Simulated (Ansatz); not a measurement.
**LaFeO$_{3}$, first-principles data**

LaFeO$_{3}$:
```xyz
5
Lattice="3.8033 0.0000 0.0000 0.0000 3.8033 0.0000 0.0000 0.0000 3.8033" Properties=species:S:1:pos:R:3 pbc="T T T"
Fe     1.9017     1.9017     1.9017
O      1.9017     1.9017     0.0000
O      0.0000     1.9017     1.9017
O      1.9017     0.0000     1.9017
La     0.0000     0.0000     0.0000
```
The run is spin-polarised; directions of the spins, atom by atom: ↑ 0 0 0 0.

Space group Pm-3m (No. 221), cubic perovskite; conventional cell a = 3.8033 Å, b = 3.8033 Å, c = 3.8033 Å, α = 90.00°, β = 90.00°, γ = 90.00°.

Method: PBEsol in the plane-wave PAW code Ansatz. Geometry: relaxed at this level of theory. Other levels are named where they apply.

Cell and energy:

```
Quantity                                                      Result
-----------------------------------------------------  -------------
Volume per atom                                             11.00 Å³
Density                                                   7.33 g/cm³
Formation energy from the elements (no fitted shifts)  -2.43 eV/atom
```

Electronic structure:

```
Property                                                                     Value
------------------------------------  --------------------------------------------
Electronic character                                             metallic (no gap)
Density of states at the Fermi level  0.46 states/eV per atom (mean over ±0.08 eV)
```

Magnetism:

```
Quantity                  Result
--------------  ----------------
Magnetic order     ferromagnetic
Net moment      0.54 μB per atom
```

Mechanics:

```
Item                                                                           Value
--------------------------------------------  --------------------------------------
Bulk modulus (Birch–Murnaghan fit)                                           183 GPa
Pressure derivative B′                                                           5.2
Elastic constants (relaxed ions, GPa)               C11 = 306, C12 = 128, C44 = 87.3
Mechanical stability                          stable (all eigenvalues of C positive)
Hill bulk and shear moduli                                          187 and 88.0 GPa
Young's modulus                                                              228 GPa
Poisson's ratio                                                                 0.30
Debye temperature from the elastic constants                                   518 K
```

The workflow started from an entry of the Crystallography Open Database (COD), which files this formula under 3 space groups. Its standing as an ambient phase is unchecked. The cell was relaxed with PBEsol under the symmetry of its start; whether a distortion lowers the energy is not shown. The final state is ferromagnetic, chosen from 4 collinear starts compared on coarse meshes (ties went to the first, and starts can fall back to one state), not a proven ground state. No Hubbard U is applied. The compound may be a true metal, but semilocal functionals without U, or a wrong spin order, can also close a gap. As this level gives no gap, shear constants depend on the k-mesh and smearing (Fermi–Dirac, 0.1 eV here). The references are the lowest solids computed at this level, not always the standard phases (solids in place of the gases). Scalar-relativistic: spin–orbit coupling is off unless named, which matters more the heavier the elements.

Potentials: the later of the program's two PAW sets.
